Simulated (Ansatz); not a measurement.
Input and command of a calculation in Ansatz (plane waves; scalar-relativistic PAW potentials unless the input names others):

```yaml
crystal:
  lattice:
    - [6.0422122503, 0.0, 0.0]
    - [-3.0211061252, 5.2327093038, 0.0]
    - [0.0, 0.0, 5.5804002717]
  atoms:
    - { symbol: P, position: [0.8762824137, 0.7525648273, 0.25] }
    - { symbol: P, position: [0.1237175863, 0.8762824137, 0.75] }
    - { symbol: P, position: [0.2474351727, 0.1237175863, 0.25] }
    - { symbol: P, position: [0.1237175863, 0.2474351727, 0.75] }
    - { symbol: P, position: [0.8762824137, 0.1237175863, 0.25] }
    - { symbol: P, position: [0.7525648273, 0.8762824137, 0.75] }
    - { symbol: Pb, position: [0.3333333333, 0.6666666667, 0.25] }
    - { symbol: Pb, position: [0.6666666667, 0.3333333333, 0.75] }
kpoints:
  mp_grid: { grid: [6, 6, 8] }
hamiltonian:
  xc: revpbe
scf:
  occupations: { method: gaussian, width: 0.1 }
output:
  forces: true
  eigenvalues: true
  stress: true
```

```bash
ansatz run input.yaml --threads 1 --pin off --max-ram 2560MiB --backend cpu --events-out ev --progress --plain --runs-dir out
```

Abridged log:
```
Pseudopotentials: kind: paw
Pseudopotential: P, paw, valence charge 5, recommended cutoff 420 eV (normal)
Pseudopotential: Pb, paw, valence charge 14, recommended cutoff 420 eV (normal)
Functional definition: revPBE
Crystal: 8 atoms, lattice volume = 176.436 Å³
Basis set: ecut = 420 eV, 3433 PW (Γ), exchange–correlation on 90×90×80 points (8 copies of the dense FFT grid, shifted against one another)
Bands: 37, of which v1, the nominal top of the filled ones, is band 29 counted from 1 (28 counted from 0)
Symmetry: 24 space group operations
Space group: P63/mmc (ITA 194), of the structure as read, at distance tolerance 5.6e-5 Å
k-points: 35 of 288
Initial density: superposition of atomic densities (neutral atoms: chi_scale 0, normalization atom), corrected by the library's trained network
Initial wavefunctions: pseudopotential atomic-orbital guess
Functional: x = revpbe(κ = 1.245, μ = 0.21951497), c = pbe(β = 0.06672455)
SCF iter   1: F=—  HF=-28378.637186 eV  |F-HF|=—  |Δ(HF+E_count)|=         —  Δρ=4.62e-3  dr2=5.14e-2  ethr=1.77e-3  ⟨swp⟩=8.9  Hψ=6828  notcnv=0
SCF iter   2: F=—  HF=-28378.626148 eV  |F-HF|=—  |Δ(HF+E_count)|=   1.10e-2  Δρ=2.61e-3  dr2=1.49e-2  ethr=8.86e-5  ⟨swp⟩=2.0  Hψ=1867  notcnv=0  defer=2
SCF iter   3: F=—  HF=-28378.624267 eV  |F-HF|=—  |Δ(HF+E_count)|=   1.88e-3  Δρ=6.13e-4  dr2=1.05e-3  ethr=2.57e-5  ⟨swp⟩=2.2  Hψ=1684  notcnv=0  defer=2
SCF iter   4: F=—  HF=-28378.624422 eV  |F-HF|=—  |Δ(HF+E_count)|=   1.55e-4  Δρ=2.20e-4  dr2=1.29e-4  ethr=1.82e-6  ⟨swp⟩=2.4  Hψ=1835  notcnv=0  defer=2
SCF iter   5: F=—  HF=-28378.624503 eV  |F-HF|=—  |Δ(HF+E_count)|=   8.14e-5  Δρ=6.16e-5  dr2=9.72e-6  ethr=2.22e-7  ⟨swp⟩=2.1  Hψ=1879  notcnv=0  defer=2
SCF iter   6: F=—  HF=-28378.624536 eV  |F-HF|=—  |Δ(HF+E_count)|=   3.24e-5  Δρ=1.56e-5  dr2=7.61e-7  ethr=1.68e-8  ⟨swp⟩=2.0  Hψ=1843  notcnv=0  defer=2
SCF iter   7: F=-28378.624536 eV  HF=-28378.624536 eV  |F-HF|=1.15e-9  |Δ(HF+E_count)|=   6.45e-7  Δρ=4.35e-6  dr2=6.82e-8  ethr=1.72e-10  ⟨swp⟩=12.4  Hψ=7378  notcnv=0
SCF 1 converged in 7 iterations: F = -28378.624536 eV  dr2 = 6.82e-8
SCF converged after 7 iterations
Free energy (F): -28378.624536 eV
Harris-Foulkes:  -28378.624536 eV  (|F-HF|=1.15e-9)
Internal energy: -28378.604126 eV  (E = F + TS)
E sigma→0 (E₀):  -28378.614331 eV
Entropy (-TS):   -0.020410 eV (-2.551 meV/atom)
Fermi energy:    8.969782 eV
--- Forces (eV/Å), atoms counted from 1 ---
  atom   1  P      0.00000000    -0.32156709     0.00000000
  atom   2  P      0.27848527    -0.16078355     0.00000000
  atom   3  P      0.27848527     0.16078355     0.00000000
  atom   4  P      0.00000000     0.32156709     0.00000000
  atom   5  P     -0.27848527     0.16078355     0.00000000
  atom   6  P     -0.27848527    -0.16078355     0.00000000
  atom   7  Pb     0.00000000     0.00000000     0.00000000
  atom   8  Pb     0.00000000     0.00000000     0.00000000
--- Stress (GPa, compression-positive) ---
        2.726877       0.000000       0.000000
        0.000000       2.726877       0.000000
        0.000000       0.000000       0.228897
  P = ⅓ Tr σ = 1.8942 GPa (18.942 kbar)
```

Apart from outputs, empty bands and the relaxation, which only the reference makes, the input differs from a reference run on usual settings in hamiltonian.xc: "r2scan" → "revpbe"; basis.ecutwfc: 500 → not typed. The reference, at the same geometry, ended its own course with pressure 0.02 GPa, largest force 0.002 eV/Å, no gap on the mesh. This run converged in 7 SCF iterations with a total energy on another zero, pressure 1.89 GPa, largest force 0.322 eV/Å, no gap on the mesh.

The run took 11 s on 1 thread of Intel(R) Xeon(R) Platinum 8488C (Sapphire Rapids), on a shared host, peak memory 0.54 GiB.